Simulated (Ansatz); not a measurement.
GaN:
```yaml
crystal:
  lattice:
    - [0.00000, 2.22768, 2.22768]
    - [2.22768, 0.00000, 2.22768]
    - [2.22768, 2.22768, 0.00000]
  atoms:
    - { symbol: Ga, position: [0.00000, 0.00000, 0.00000] }
    - { symbol: N, position: [0.25000, 0.25000, 0.25000] }
```

x, y and z are the axes in which the lattice vectors are written.

Q: Give the proper piezoelectric stress tensor with relaxed ions from the program Ansatz at the LDA level (PAW).

A: In C/m², rows x, y, z, Voigt columns; mesh uncertainty up to 0.00.
```
0.00  0.00  0.00  0.43  0.00  0.00
0.00  0.00  0.00  0.00  0.43  0.00
0.00  0.00  0.00  0.00  0.00  0.43
```

The elastic tensor of the same run (GPa):

```json
[
 {"": "1", "1": "289", "2": "159", "3": "159", "4": "0.0", "5": "0.0", "6": "0.0"},
 {"": "2", "1": "159", "2": "289", "3": "159", "4": "0.0", "5": "0.0", "6": "0.0"},
 {"": "3", "1": "159", "2": "159", "3": "289", "4": "0.0", "5": "0.0", "6": "0.0"},
 {"": "4", "1": "0.0", "2": "0.0", "3": "0.0", "4": "161", "5": "0.0", "6": "0.0"},
 {"": "5", "1": "0.0", "2": "0.0", "3": "0.0", "4": "0.0", "5": "161", "6": "0.0"},
 {"": "6", "1": "0.0", "2": "0.0", "3": "0.0", "4": "0.0", "5": "0.0", "6": "161"}
]
```

Q: Convert to strain constants d = e·S.

A: In pC/N:
```
0.0  0.0  0.0  2.7  0.0  0.0
0.0  0.0  0.0  0.0  2.7  0.0
0.0  0.0  0.0  0.0  0.0  2.7
```

Space group F-43m (zinc blende). The cell was relaxed with LDA under the symmetry of its start; phonons on a q-mesh show no instability.

Potentials: the later of the program's two PAW sets.
